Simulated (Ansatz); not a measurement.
The relaxed structure here is a generated cell of SiC: the first start was made by placing the elements on the sites of a structure type, and the end was not matched to a known phase here, so it may be hypothetical. Known forms of SiC include space group No. 186, 216.

The end point of a relaxation of SiC. Space group Pnma (No. 62). Method: PBEsol (plane waves to 420 eV, PAW, scalar-relativistic; Ansatz, a first-principles code).

```cif
data_C4Si4
_chemical_formula_sum 'Si4 C4'
_space_group_name_H-M_alt 'P 1'
_space_group_IT_number 1
_cell_length_a 5.81251
_cell_length_b 3.12535
_cell_length_c 5.18998
_cell_angle_alpha 90.000
_cell_angle_beta 90.000
_cell_angle_gamma 90.000
loop_
_space_group_symop_operation_xyz
  'x, y, z'
loop_
_atom_site_label
_atom_site_type_symbol
_atom_site_fract_x
_atom_site_fract_y
_atom_site_fract_z
_atom_site_occupancy
Si1 Si 0.84061 0.25000 0.90404 1
Si2 Si 0.34061 0.25000 0.59596 1
Si3 Si 0.15939 0.75000 0.09596 1
Si4 Si 0.65939 0.75000 0.40404 1
C1 C 0.17550 0.25000 0.89623 1
C2 C 0.67550 0.25000 0.60377 1
C3 C 0.82450 0.75000 0.10377 1
C4 C 0.32450 0.75000 0.39623 1
```

Q: What band gap does PBEsol give?

A: 2.49 eV, indirect (valence top at Γ, conduction bottom at U) (no spin-orbit coupling).

Q: Predict the smallest direct gap from PBEsol.

A: 3.01 eV at 25 % of the way from Γ to X.

No spin polarisation in the result.

The run could not lose the symmetry of its start, so the end can be a saddle point.
